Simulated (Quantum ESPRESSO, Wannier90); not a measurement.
## Wannierisation of MoSe₂ (R3m)

```
begin unit_cell_cart
ang
   -1.6600700900    2.8753257401    0.0000000000
   -3.3201401801    0.0000000000    0.0000000000
   -1.6600700900    0.9584419134    6.8597870000
end unit_cell_cart
begin atoms_frac
Mo  -0.3332400000 -0.3332400000 -0.0002800000
Se   0.4138470000  0.4138470000 -0.2415410000
Se   0.2530630000  0.2530630000  0.2408110000
end atoms_frac
```

Cell from Materials Project (mp-7581), symmetrised, no further relaxation. Not found in the COD (Crystallography Open Database) copy used, which has the formula in other groups; not checked further. Computed values, not measurements, from PBEsol: Quantum ESPRESSO (norm-conserving PseudoDojo potentials, cutoff 69 Ry, no spin polarisation, no spin-orbit coupling) on a Γ-centred 8×8×8 mesh, then Wannier90. Density: 12×12×12 mesh, cold smearing 0.01 Ry. The cell is built of weakly bound layers, chains or molecules, whose nearest atoms lie 4.04 Å apart. Database cells relaxed without dispersion often hold them too far apart, which can enlarge gaps and weakens couplings between them; spacing and stacking were not compared with the measured crystal. Spin-orbit coupling, left out, would split the p-like bands by a few tenths of an eV.

A tight-binding model is made by disentanglement and projection with no localisation steps (num_iter = 0), so the 11 orbitals stay atom-like: hydrogen-like Mo: d; Se: p, axes along x, y, z; frozen window up to 2.59 eV relative to the valence-band maximum. It follows pw.x to 3.7 meV rms for states up to 2.1 eV relative to the valence-band maximum. Matrix elements depend on this choice of orbitals and windows.

Problem. Which pairs of orbitals on different sites are coupled most strongly? Give distance, modulus and how many such pairs a cell has.

Solution. 
| orbital | orbital | distance of the centres (Å) | modulus (eV) | pairs |
|---|---|---|---|---|
| Mo dyz | Se py | 2.48 | 1.43 | 2 |
| Se pz | Se pz | 3.45 | 1.15 | 1 |
| Mo dyz | Se pz | 2.56 | 0.99 | 2 |
| Se px | Se px | 3.32 | 0.99 | 2 |
| Mo dxz | Se px | 2.49 | 0.94 | 4 |
| Mo dxy | Se px | 2.43 | 0.90 | 2 |
| Mo dxz | Se pz | 2.57 | 0.86 | 4 |
| Mo dyz | Se px | 2.50 | 0.84 | 4 |
| Mo dxz | Se py | 2.50 | 0.84 | 4 |
| Mo dx2-y2 | Se py | 2.47 | 0.79 | 4 |
| Se py | Se py | 3.32 | 0.72 | 4 |
| Mo dx2-y2 | Se pz | 2.65 | 0.66 | 2 |
| Mo dz2 | Se py | 2.50 | 0.64 | 2 |
| Mo dxy | Se pz | 2.62 | 0.57 | 4 |
| Mo dxy | Se px | 2.53 | 0.56 | 4 |
| Mo dz2 | Se px | 2.50 | 0.56 | 4 |
| Mo dz2 | Se pz | 2.58 | 0.56 | 6 |
| Se px | Se py | 3.31 | 0.54 | 4 |
| Mo dxz | Se px | 2.52 | 0.52 | 2 |
| Mo dx2-y2 | Mo dx2-y2 | 3.32 | 0.50 | 1 |
| Mo dyz | Se pz | 2.59 | 0.49 | 4 |
| Mo dx2-y2 | Mo dxy | 3.16 | 0.49 | 2 |
| Mo dx2-y2 | Se py | 2.57 | 0.44 | 2 |
| Se px | Se py | 3.33 | 0.40 | 4 |
| Se px | Se px | 3.21 | 0.37 | 1 |
| Se py | Se py | 3.21 | 0.37 | 1 |
| Mo dx2-y2 | Mo dz2 | 3.32 | 0.35 | 2 |
| Mo dxy | Mo dz2 | 3.24 | 0.34 | 2 |
| Mo dx2-y2 | Se pz | 2.55 | 0.33 | 4 |
| Mo dz2 | Se py | 2.50 | 0.32 | 4 |
